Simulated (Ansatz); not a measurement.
TiB$_{2}$ (AlB2 type, space group P6/mmm)

```xyz
3
Lattice="3.0320 0.0000 0.0000 -1.5160 2.6258 0.0000 0.0000 0.0000 3.2243" Properties=species:S:1:pos:R:3 pbc="T T T"
Ti     0.0000     0.0000     0.0000
B      0.0000     1.7505     1.6122
B      1.5160     0.8753     1.6122
```

Two coordinates are scanned: the volume, and the ratio of the stretch along z (the conventional c axis) to the stretch across it. Atoms keep their fractional coordinates.

Method: PBE (plane waves to 420 eV, PAW, scalar-relativistic; Ansatz, a program for electronic structure). k mesh 18×18×14 (Γ-centred), Fermi-Dirac smearing 0.05 eV. Stress and pressure are positive under compression. With partly filled bands, the response to shear is sensitive to the k mesh, so small differences along c/a are uncertain. TiB2 is run without spin polarisation. TiB2 was relaxed with its symmetry unable to fall. The last digit holds for this mesh only.

Changes of P (GPa) from the point V/V₀ = 1.000, (c/a)/(c/a)₀ = 1.000 when one coordinate moves alone (two changes are said to add if the coupling is within 5 % of the smaller one, nearly so within 20 %):

```csv
point,change
"V/V₀ = 1.000, (c/a)/(c/a)₀ = 0.920",-2.19
"V/V₀ = 1.000, (c/a)/(c/a)₀ = 0.960",-1.28
"V/V₀ = 0.920, (c/a)/(c/a)₀ = 1.000",24.97
"V/V₀ = 0.960, (c/a)/(c/a)₀ = 1.000",11.27
"V/V₀ = 1.040, (c/a)/(c/a)₀ = 1.000",-9.28
"V/V₀ = 1.080, (c/a)/(c/a)₀ = 1.000",-16.93
"V/V₀ = 1.000, (c/a)/(c/a)₀ = 1.040",1.62
"V/V₀ = 1.000, (c/a)/(c/a)₀ = 1.080",3.57
```

Question: What is the change at V/V₀ = 0.960, (c/a)/(c/a)₀ = 0.960, where both move, and how far is it from the sum?

Answer: The sum of the single changes is 11.27 + (-1.28) = 9.99; the calculation gives 9.91, so the coupling contributes -0.08 (under 20 % of the smaller single change, nearly additive).

Question: Do the two effects add at V/V₀ = 0.960, (c/a)/(c/a)₀ = 1.080? Give the computed change.

Answer: The sum of the single changes is 11.27 + (3.57) = 14.84; the calculation gives 15.02, so the coupling contributes 0.18 (under 20 % of the smaller single change, nearly additive).

Question: Do the two effects add at V/V₀ = 0.920, (c/a)/(c/a)₀ = 1.080? Give the computed change.

Answer: The sum of the single changes is 24.97 + (3.57) = 28.54; the calculation gives 28.91, so the coupling contributes 0.37 (under 20 % of the smaller single change, nearly additive).

(Under strain, the slope of the energy per volume gives the stress and its curvature an elastic modulus.)
